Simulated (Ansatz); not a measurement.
A geometry of Be away from equilibrium: step 2 of the relaxation of a relaxed Be cell, doubled along one cell vector, shaken by Gaussian noise of σ = 0.08 Å a coordinate. Method: r2SCAN (plane waves to 500 eV, PAW, scalar-relativistic; Ansatz, an electronic-structure program). Γ-centred k-mesh 9×5×16 on the run's cell (coarser than for final values), Fermi–Dirac smearing 0.05 eV.

```xyz
6
Lattice="4.2785 -0.0098 0.0095 -4.2954 7.3896 0.0094 0.0045 0.0051 2.0108" Properties=species:S:1:pos:R:3:forces:R:3 pbc="T T T" free_energy=-554.870 pressure_GPa=0.4
Be     2.1315     0.0293     1.2638   -0.1308    0.3648    1.0360
Be    -0.0408     3.7258     1.1596   -0.1072   -0.3448    0.6989
Be     0.9677     1.8509     0.8649    0.2279   -0.1062   -0.2400
Be    -1.1362     5.5657     1.2554    0.0030   -0.0909    0.4791
Be    -1.1504     1.8508     0.7325   -0.0464    0.1477   -0.9969
Be    -3.2789     5.6101     1.0071    0.0535    0.0292   -0.9772
```

Positions in Å, forces in eV/Å, free energy of the cell in eV (comparable only within this code, potentials and settings). Largest force: 1.11 eV/Å, on Be1 (atoms numbered as listed); the geometry lies 0.86 eV/atom above the end of its relaxation.

No spin polarisation in the result.

Of the parent cell (P6/mmm (No. 191)): it is a generated cell of Be: the first start was made by placing the elements on the sites of a structure type, and the end was not matched to a known phase here, so it may be hypothetical. Known forms of Be include space group No. 194.
